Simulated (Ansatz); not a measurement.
HfO2:
Space group P2₁/c (No. 14); a = 5.1145 Å, b = 5.1809 Å, c = 5.2960 Å, α = γ = 90.00°, β = 99.47°

```tsv
atom	site	symmetry	x	y	z
Hf	4e	1	0.2762	0.0418	0.2082
O	4e	1	0.0699	0.3335	0.3443
O	4e	1	0.5520	0.2576	0.0215
```

This is the r²SCAN-relaxed structure.

All from the program Ansatz at the r²SCAN level (PAW), unless another level is named. Estimate the hole effective mass.

2.1, 2.1, 8.0 mₑ (principal values).

And the electron effective mass?

1.0, 1.0, 5.1 mₑ (principal values).

Next, the band gap?

4.59 eV (indirect).

What about the smallest direct gap on the standard path?

4.68 eV.

What about the weight of the valence-edge state by species (Voronoi cells)?

O 98 %.

Space group P2_1/c. The r²SCAN relaxation kept the symmetry of its start. The run is not spin-polarised. Spin–orbit coupling is left out wherever it is not named.

Potentials: the later of the program's two PAW sets.
